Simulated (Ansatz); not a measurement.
# KRb$_{2}$AsF$_{6}$ (Fm-3m), zone-centre modes

These are results of DFT PBEsol, scalar-relativistic, plane waves, PAW in Ansatz, not measurements. Cutoff 420 eV, Γ-centred 4×4×4 k-points, Gaussian smearing of 0.05 eV. No spin polarisation.

The starting cell (relaxed at this level; it needn't be the usual structure):

```yaml
crystal:
  lattice:
    - [0.00000, 4.53914, 4.53914]
    - [4.53914, 0.00000, 4.53914]
    - [4.53914, 4.53914, 0.00000]
  atoms:
    - { symbol: K, position: [0.50000, 0.50000, 0.50000] }
    - { symbol: Rb, position: [0.75000, 0.75000, 0.75000] }
    - { symbol: Rb, position: [0.25000, 0.25000, 0.25000] }
    - { symbol: As, position: [0.00000, 0.00000, 0.00000] }
    - { symbol: F, position: [0.77441, 0.22559, 0.22559] }
    - { symbol: F, position: [0.22559, 0.22559, 0.77441] }
    - { symbol: F, position: [0.22559, 0.77441, 0.77441] }
    - { symbol: F, position: [0.22559, 0.77441, 0.22559] }
    - { symbol: F, position: [0.77441, 0.22559, 0.77441] }
    - { symbol: F, position: [0.77441, 0.77441, 0.22559] }
```

Harmonic modes by finite displacements of 0.02 Å, without the LO–TO term.

Question: At this geometry, is the structure stable against these modes?

Answer: No: 6 modes are unstable, the strongest at 77i cm⁻¹.

Question: List the wavenumbers in cm⁻¹.

Answer: 77i, 77i, 77i, 31i, 31i, 31i, 0, 0, 0, 36, 36, 36, 89, 89, 89, 95, 95, 95, 175, 175, 175, 212, 212, 212, 302, 302, 302, 347, 347, 486.

Cost: 1 run of about 1 core-minutes, on Arm Neoverse V2 (shared hosts).